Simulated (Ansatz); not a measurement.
A distorted cell of PbS (rock salt):

```
CELL_PARAMETERS angstrom
      0.00000     3.03172     2.95086
      3.03172     0.00000     2.95086
      3.03172     3.03172     0.00000
ATOMIC_POSITIONS crystal
  S  0.00000 0.00000 0.00000
  Pb 0.50000 0.50000 0.50000
```

Level of theory: PBE (plane waves to 420 eV, PAW, scalar-relativistic; Ansatz, a quantum-chemistry and plane-wave program). k mesh 10×10×10 (Γ-centred), Fermi-Dirac smearing 0.05 eV. E stands for the smeared free energy. Compression counts positive. PbS was relaxed with its symmetry unable to fall. Spin-orbit coupling is left out, though Pb is heavy. The PAW data are Ansatz's earlier set.

Question: Give the stress tensor in GPa and the pressure.

Answer: 
```
  -0.92     0.00     0.00
   0.00    -0.92     0.00
   0.00     0.00     2.16
```
The pressure, a third of the trace, is 0.11 GPa.

Question: It is the relaxed cell deformed to V/V₀ = 1.000, (c/a)/(c/a)₀ = 0.973, c along z, fractional positions held. What is its energy relative to the relaxed cell?

Answer: 4.6 meV/atom.

(Under strain, the slope of the energy per volume gives the stress and its curvature an elastic modulus.)
